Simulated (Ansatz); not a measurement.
**Profile along the Rh–Rh line in Rh (fcc, Cu type)**

Rh (fcc, Cu type)

```cif
data_Rh
_chemical_formula_sum 'Rh1'
_space_group_name_H-M_alt 'P 1'
_space_group_IT_number 1
_cell_length_a 2.68701
_cell_length_b 2.68701
_cell_length_c 2.68701
_cell_angle_alpha 60.000
_cell_angle_beta 60.000
_cell_angle_gamma 60.000
loop_
_space_group_symop_operation_xyz
  'x, y, z'
loop_
_atom_site_label
_atom_site_type_symbol
_atom_site_fract_x
_atom_site_fract_y
_atom_site_fract_z
_atom_site_occupancy
Rh1 Rh 0.00000 0.00000 0.00000 1
```

Fields along a shortest Rh–Rh line of a {111} plane (2.69 Å), from Rh to Rh, interpolated on the slice's grid (step about 0.2 Å). The numbers are results of r2SCAN (plane waves to 500 eV, PAW, scalar-relativistic; Ansatz, an electronic-structure program), not measurements. k mesh 21×21×21. These are valence fields of a PAW run, semicore shells included where kept as valence: close to a nucleus they are smooth pseudo fields. Rh is run without spin polarisation. Rh was relaxed with its symmetry unable to fall.

| distance from Rh (Å) | valence electron density (e/Å³) | electron localisation function |
|---|---|---|
| 0.00 | 15.04 | x |
| 0.13 | 14.24 | x |
| 0.27 | 12.07 | x |
| 0.40 | 9.15 | x |
| 0.54 | 6.24 | 0.70 |
| 0.67 | 3.67 | 0.60 |
| 0.81 | 1.81 | 0.45 |
| 0.94 | 0.91 | 0.31 |
| 1.08 | 0.55 | 0.24 |
| 1.21 | 0.41 | 0.24 |
| 1.34 | 0.37 | 0.27 |
| 1.48 | 0.41 | 0.24 |
| 1.61 | 0.55 | 0.24 |
| 1.75 | 0.91 | 0.31 |
| 1.88 | 1.81 | 0.45 |
| 2.02 | 3.67 | 0.60 |
| 2.15 | 6.24 | 0.70 |
| 2.29 | 9.15 | x |
| 2.42 | 12.07 | x |
| 2.56 | 14.24 | x |
| 2.69 | 15.04 | x |

x: too close to a nucleus for the ELF to mean much.

Density on the Rh–Rh line (2.69 Å) at its midpoint: 0.37 e/Å³. ELF at that point: 0.27.
